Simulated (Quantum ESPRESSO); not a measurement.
## Ga4O4NF (one run as intended and one with a planted mistake)

Computed values, not a measurement. The program is pw.x of Quantum ESPRESSO 7.5 (plane-wave density functional theory). The cell is made up: 10 atoms on a corundum lattice, with randomly drawn elements, strain and displacements, not relaxed. PseudoDojo standard norm-conserving files (v0.5 for PBE, v0.4.1 for LDA and PBEsol) set the functional; there is no spin polarisation, spin-orbit coupling or dispersion term, and the masses in the input are unused placeholders.

Intended input:

```
&control calculation='scf', pseudo_dir='./dojo.nc.sr.pbe.v0_5.standard.upf', outdir='./o', disk_io='medium', tprnfor=.true., tstress=.true. /
&system ibrav=0, nat=10, ntyp=4, nbnd=50, ecutwfc=84.00895049, nosym=.true., tot_charge=0,
 occupations='smearing', smearing='fd', degauss=0.0018374661
/
&electrons conv_thr=7.350e-09, electron_maxstep=60, /
ATOMIC_SPECIES
F 1.0 F.upf
Ga 1.0 Ga.upf
N 1.0 N.upf
O 1.0 O.upf
CELL_PARAMETERS angstrom
2.5102 1.4055 4.4218
-2.5403 1.4285 4.4311
0.0049 -2.8597 4.4347
ATOMIC_POSITIONS angstrom
Ga 0.0393 0.0609 4.625
Ga 0.0245 -0.0077 2.0268
Ga -0.0921 -0.0552 8.6599
Ga 0.0033 0.0386 11.3338
O -0.9858 1.4609 7.8482
O -0.7793 -1.6757 7.7647
O 1.702 0.1348 7.7238
O 0.9777 -1.4696 5.5427
N 0.785 1.6503 5.5092
F -1.7695 -0.192 5.5647
K_POINTS automatic
5 5 5 1 1 1
```

The log is shortened where brackets say so; the opening notice, blank lines, dates and the lines on written files are dropped, and the path of the files is cut. It prints rydbergs, bohrs and kilobars, and counts compression as positive stress. Where no state is partly filled, the Fermi energy that it prints is only some level between the filled and the empty states on the mesh, and need not lie in the true gap.

Log of the intended run:

```
     Program PWSCF v.7.5
     Parallel version (MPI & OpenMP), running on       1 processor cores
     Number of MPI processes:                 1
     Threads/MPI process:                     1
     [start-up lines left out]
     bravais-lattice index     =            0
     lattice parameter (alat)  =       9.9689  a.u.
     unit-cell volume          =     645.5839 (a.u.)^3
     number of atoms/cell      =           10
     number of atomic types    =            4
     number of electrons       =        88.00
     number of Kohn-Sham states=           50
     kinetic-energy cutoff     =      84.0090  Ry
     charge density cutoff     =     336.0358  Ry
     scf convergence threshold =      7.3E-09
     mixing beta               =       0.7000
     number of iterations used =            8  plain     mixing
     Exchange-correlation= PBE
                           (   1   4   3   4   0   0   0)
     [axes and pseudopotential details left out]
   Cartesian axes
     site n.     atom                  positions (alat units)
         1        Ga     tau(   1) = (   0.0074498   0.0115444   0.8767265  )
         2        Ga     tau(   2) = (   0.0046443  -0.0014596   0.3842052  )
         3        Ga     tau(   3) = (  -0.0174587  -0.0104638   1.6415921  )
         4        Ga     tau(   4) = (   0.0006256   0.0073171   2.1484632  )
         5        O      tau(   5) = (  -0.1868707   0.2769318   1.4877242  )
         6        O      tau(   6) = (  -0.1477260  -0.3176498   1.4718958  )
         7        O      tau(   7) = (   0.3226353   0.0255530   1.4641427  )
         8        O      tau(   8) = (   0.1853352  -0.2785810   1.0506879  )
         9        N      tau(   9) = (   0.1488065   0.3128350   1.0443376  )
        10        F      tau(  10) = (  -0.3354308  -0.0363960   1.0548583  )
     number of k points=    63  Fermi-Dirac smearing, width (Ry)=  0.0018
                       cart. coord. in units 2pi/alat
        k(    1) = (   0.0002204   0.0002308   0.1191038), wk =   0.0320000
        k(    2) = (  -0.0007571  -0.2463213   0.1980270), wk =   0.0320000
     [further k points left out]
     Dense  grid:    67159 G-vectors     FFT dimensions: (  60,  60,  60)
     Estimated max dynamical RAM per process >     105.95 MB
     Initial potential from superposition of free atoms
     starting charge      87.9893, renormalised to      88.0000
     Starting wfcs are   60 randomized atomic wfcs
     total cpu time spent up to now is       16.0 secs
     per-process dynamical memory:    86.6 Mb
     Self-consistent Calculation
     iteration #  1     ecut=    84.01 Ry     beta= 0.70
     Davidson diagonalization with overlap
     ethr =  1.00E-02,  avg # of iterations =  2.8
     total cpu time spent up to now is       77.3 secs
     total energy              =    -813.19537362 Ry
     estimated scf accuracy    <       2.36192644 Ry
     iteration #  2     ecut=    84.01 Ry     beta= 0.70
     Davidson diagonalization with overlap
     ethr =  2.68E-03,  avg # of iterations =  3.1
     total cpu time spent up to now is      141.4 secs
     total energy              =    -813.75221367 Ry
     estimated scf accuracy    <       2.68096229 Ry
     [iterations 3 to 11 left out]
     iteration # 12     ecut=    84.01 Ry     beta= 0.70
     Davidson diagonalization with overlap
     ethr =  4.14E-11,  avg # of iterations =  2.0
     total cpu time spent up to now is      678.2 secs
     total energy              =    -814.29341014 Ry
     estimated scf accuracy    <       0.00000001 Ry
     iteration # 13     ecut=    84.01 Ry     beta= 0.70
     Davidson diagonalization with overlap
     ethr =  1.20E-11,  avg # of iterations =  2.0
     total cpu time spent up to now is      727.0 secs
     End of self-consistent calculation
     [lines on levels left out]
     the Fermi energy is    13.0336 ev
!    total energy              =    -814.29341014 Ry
     estimated scf accuracy    <          3.0E-10 Ry
     smearing contrib. (-TS)   =      -0.00000000 Ry
     internal energy E=F+TS    =    -814.29341014 Ry
     The total energy is F=E-TS. E is the sum of the following terms:
     one-electron contribution =    -227.64383016 Ry
     hartree contribution      =     200.12303397 Ry
     xc contribution           =    -219.40155622 Ry
     ewald contribution        =    -567.37105773 Ry
     convergence has been achieved in  13 iterations
     Forces acting on atoms (cartesian axes, Ry/au):
     atom    1 type  2   force =     0.06434690   -0.00228701    0.09018112
     atom    2 type  2   force =    -0.07862441    0.07178354   -0.06687053
     atom    3 type  2   force =     0.01697861   -0.05967119   -0.07562105
     atom    4 type  2   force =    -0.03198635   -0.12330987    0.06462603
     atom    5 type  4   force =     0.01600009   -0.03898807   -0.03191518
     atom    6 type  4   force =    -0.03246640    0.09749498    0.01026149
     atom    7 type  4   force =     0.03808814   -0.01970833   -0.00625244
     atom    8 type  4   force =    -0.01647091    0.02672522   -0.00067652
     atom    9 type  3   force =    -0.01324634   -0.04612558    0.02010089
     atom   10 type  1   force =     0.03738067    0.09408632   -0.00383380
     Total force =     0.295554     Total SCF correction =     0.000061
     Computing stress (Cartesian axis) and pressure
          total   stress  (Ry/bohr**3)                   (kbar)     P=      216.32
   0.00096017   0.00025303  -0.00030376          141.25       37.22      -44.68
   0.00025303   0.00152020  -0.00001057           37.22      223.63       -1.55
  -0.00030376  -0.00001057   0.00193115          -44.68       -1.55      284.08
     init_run     :     15.46s CPU     15.93s WALL (       1 calls)
     electrons    :    678.33s CPU    710.94s WALL (       1 calls)
     forces       :      6.13s CPU      6.50s WALL (       1 calls)
     stress       :     26.25s CPU     26.38s WALL (       1 calls)
     [timing details left out]
     PWSCF        :  12m 6.51s CPU  12m40.65s WALL
     JOB DONE.
```

A second run has one planted mistake: the cell has the wrong charge. The input lines that differ, file-writing options aside:

```
- &system ibrav=0, nat=10, ntyp=4, nbnd=50, ecutwfc=84.00895049, nosym=.true., tot_charge=0,
+ &system ibrav=0, nat=10, ntyp=4, nbnd=51, ecutwfc=84.00895049, nosym=.true., tot_charge=-1,
```

Its log:

```
     Program PWSCF v.7.5
     Parallel version (MPI & OpenMP), running on       4 processor cores
     Number of MPI processes:                 4
     Threads/MPI process:                     1
     [start-up lines left out]
     bravais-lattice index     =            0
     lattice parameter (alat)  =       9.9689  a.u.
     unit-cell volume          =     645.5839 (a.u.)^3
     number of atoms/cell      =           10
     number of atomic types    =            4
     number of electrons       =        89.00
     number of Kohn-Sham states=           51
     kinetic-energy cutoff     =      84.0090  Ry
     charge density cutoff     =     336.0358  Ry
     scf convergence threshold =      7.3E-09
     mixing beta               =       0.7000
     number of iterations used =            8  plain     mixing
     Exchange-correlation= PBE
                           (   1   4   3   4   0   0   0)
     [axes and pseudopotential details left out]
   Cartesian axes
     site n.     atom                  positions (alat units)
         1        Ga     tau(   1) = (   0.0074498   0.0115444   0.8767265  )
         2        Ga     tau(   2) = (   0.0046443  -0.0014596   0.3842052  )
         3        Ga     tau(   3) = (  -0.0174587  -0.0104638   1.6415921  )
         4        Ga     tau(   4) = (   0.0006256   0.0073171   2.1484632  )
         5        O      tau(   5) = (  -0.1868707   0.2769318   1.4877242  )
         6        O      tau(   6) = (  -0.1477260  -0.3176498   1.4718958  )
         7        O      tau(   7) = (   0.3226353   0.0255530   1.4641427  )
         8        O      tau(   8) = (   0.1853352  -0.2785810   1.0506879  )
         9        N      tau(   9) = (   0.1488065   0.3128350   1.0443376  )
        10        F      tau(  10) = (  -0.3354308  -0.0363960   1.0548583  )
     number of k points=    63  Fermi-Dirac smearing, width (Ry)=  0.0018
                       cart. coord. in units 2pi/alat
        k(    1) = (   0.0002204   0.0002308   0.1191038), wk =   0.0320000
        k(    2) = (  -0.0007571  -0.2463213   0.1980270), wk =   0.0320000
     [further k points left out]
     Dense  grid:    67159 G-vectors     FFT dimensions: (  60,  60,  60)
     Estimated max dynamical RAM per process >     211.13 MB
     Estimated total dynamical RAM >     795.33 MB
     Initial potential from superposition of free atoms
     starting charge      87.9893, renormalised to      89.0000
     Starting wfcs are   60 randomized atomic wfcs
     total cpu time spent up to now is       12.5 secs
     per-process dynamical memory:   171.0 Mb
     Self-consistent Calculation
     iteration #  1     ecut=    84.01 Ry     beta= 0.70
     Davidson diagonalization with overlap
     ethr =  1.00E-02,  avg # of iterations =  3.0
     total cpu time spent up to now is       38.1 secs
     total energy              =    -812.00811491 Ry
     estimated scf accuracy    <       2.42634725 Ry
     iteration #  2     ecut=    84.01 Ry     beta= 0.70
     Davidson diagonalization with overlap
     ethr =  2.73E-03,  avg # of iterations =  3.3
     total cpu time spent up to now is       60.9 secs
     total energy              =    -812.57582026 Ry
     estimated scf accuracy    <       2.89075193 Ry
     [iterations 3 to 10 left out]
     iteration # 11     ecut=    84.01 Ry     beta= 0.70
     Davidson diagonalization with overlap
     ethr =  3.26E-10,  avg # of iterations =  2.8
     total cpu time spent up to now is      225.9 secs
     total energy              =    -813.16428195 Ry
     estimated scf accuracy    <       0.00000003 Ry
     iteration # 12     ecut=    84.01 Ry     beta= 0.70
     Davidson diagonalization with overlap
     ethr =  3.47E-11,  avg # of iterations =  2.3
     total cpu time spent up to now is      245.5 secs
     End of self-consistent calculation
     [lines on levels left out]
     the Fermi energy is    16.0821 ev
!    total energy              =    -813.16428195 Ry
     estimated scf accuracy    <          5.8E-09 Ry
     smearing contrib. (-TS)   =      -0.00030386 Ry
     internal energy E=F+TS    =    -813.16397810 Ry
     The total energy is F=E-TS. E is the sum of the following terms:
     one-electron contribution =    -226.14178398 Ry
     hartree contribution      =     200.75023672 Ry
     xc contribution           =    -220.40137310 Ry
     ewald contribution        =    -567.37105773 Ry
     convergence has been achieved in  12 iterations
     Forces acting on atoms (cartesian axes, Ry/au):
     atom    1 type  2   force =     0.05920131   -0.00151827    0.09337773
     atom    2 type  2   force =    -0.07344402    0.05709970   -0.06876914
     atom    3 type  2   force =     0.01973180   -0.05610675   -0.07446239
     atom    4 type  2   force =    -0.02811874   -0.11237369    0.06143366
     atom    5 type  4   force =     0.02540487   -0.01373127   -0.02426198
     atom    6 type  4   force =    -0.02604124    0.08785453    0.00845985
     atom    7 type  4   force =     0.00644218   -0.02022621    0.00713846
     atom    8 type  4   force =    -0.01602062    0.02524679   -0.00565982
     atom    9 type  3   force =    -0.01230024   -0.04212357    0.02236470
     atom   10 type  1   force =     0.04514469    0.07587873   -0.01962106
     Total force =     0.271679     Total SCF correction =     0.000249
     Computing stress (Cartesian axis) and pressure
          total   stress  (Ry/bohr**3)                   (kbar)     P=      642.26
   0.00388019   0.00014810  -0.00034141          570.80       21.79      -50.22
   0.00014810   0.00447678  -0.00003753           21.79      658.56       -5.52
  -0.00034141  -0.00003753   0.00474111          -50.22       -5.52      697.44
     init_run     :      8.09s CPU      8.32s WALL (       1 calls)
     electrons    :    231.31s CPU    233.09s WALL (       1 calls)
     forces       :      1.86s CPU      1.88s WALL (       1 calls)
     stress       :     10.02s CPU     10.06s WALL (       1 calls)
     [timing details left out]
     PWSCF        :   4m15.47s CPU   4m17.79s WALL
     JOB DONE.
```

```
                                            intended run  run with the mistake
                          free energy (eV)    -11079.026            -11063.664
                    smearing term -TS (eV)        0.0000               -0.0041
                            pressure (GPa)         21.63                 64.23
            largest force component (eV/Å)         3.170                 2.889
largest change of a force component (eV/Å)                               0.814
                                iterations            13                    12
```

For scale, a rerun of the intended cell at 1437 eV and a 7 x 7 x 7 mesh moved values by no more than 0.004 eV in energy, 0.02 GPa in stress and 0.002 eV/Å in force. The charged cell sits in a uniform background, so its energy and stress rest on the program's zero of potential. The number of bands, nbnd, was set by rule from the electron count and the smearing, so it follows the mistake.